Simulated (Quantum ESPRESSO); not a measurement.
Kohn-Sham bands of KI (rock salt)

```xyz
2
Lattice="0.0000 3.5424 3.5424 3.5424 0.0000 3.5424 3.5424 3.5424 0.0000" Properties=species:S:1:pos:R:3 pbc="T T T"
K      0.0000     0.0000     0.0000
I      3.5424     3.5424     3.5424
```

Cell from Materials Project (mp-22898), symmetrised, no further relaxation. COD (Crystallography Open Database) has the formula in 2 space groups, this one among them (matched by group alone). Method: PBEsol plane waves in Quantum ESPRESSO 7.5 (PseudoDojo norm-conserving files, 60 Ry, no spin polarisation, no spin-orbit coupling), Bloch states on a 8×8×8 mesh through Γ, Wannier90 4.0.1. Density: 8×8×8 mesh, cold smearing 0.01 Ry. Spin-orbit coupling is left out although heavy elements are present.

Q: List the Kohn-Sham levels between −8 and 6.8 eV relative to the valence-band maximum at the high-symmetry points, as a band run of pw.x on that density gives them (levels within 2 meV counted together).

A: 
| point | k (reciprocal lattice) | levels (eV) |
|---|---|---|
| Γ | 0.000 0.000 0.000 | 0.00 (×3), 3.80, 6.45 (×3) |
| X | 0.500 0.000 0.500 | -1.00, -0.37 (×2), 4.85, 5.66 |
| U | 0.625 0.250 0.625 | -0.86, -0.76, -0.38, 5.52, 6.54 |
| K | 0.375 0.375 0.750 | -0.86, -0.76, -0.38, 5.52, 6.54 |
| L | 0.500 0.500 0.500 | -1.33, -0.34 (×2), 5.38 |
| W | 0.500 0.250 0.750 | -0.73 (×2), -0.60, 6.37 (×2), 6.56 |
